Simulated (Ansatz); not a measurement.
RbBr (rock salt, Fm-3m), plane-wave PAW PBEsol (Ansatz code): ε∞ = 2.59, cell volume 80.14 Å³. Infrared-active transverse modes:

```json
[
 {"ω_TO (cm⁻¹)": "85.3", "oscillator strength S_xx (e²/amu)": "0.03240"}
]
```

**Question.** Compute the static dielectric constant.

**Answer.** Each mode adds (4.921e7/V) S/ω²: 2.73. So ε0 = 5.32.

**Question.** What LO frequency does the Lyddane–Sachs–Teller relation give?

**Answer.** ω_LO = ω_TO √(ε0/ε∞) = 122 cm⁻¹.

The cell was relaxed with PBEsol under the symmetry of its start; of distortions, only those at the zone centre were tested. Scalar-relativistic: spin–orbit coupling is off unless named, which matters more the heavier the elements.

Potentials: the later of the program's two PAW sets.
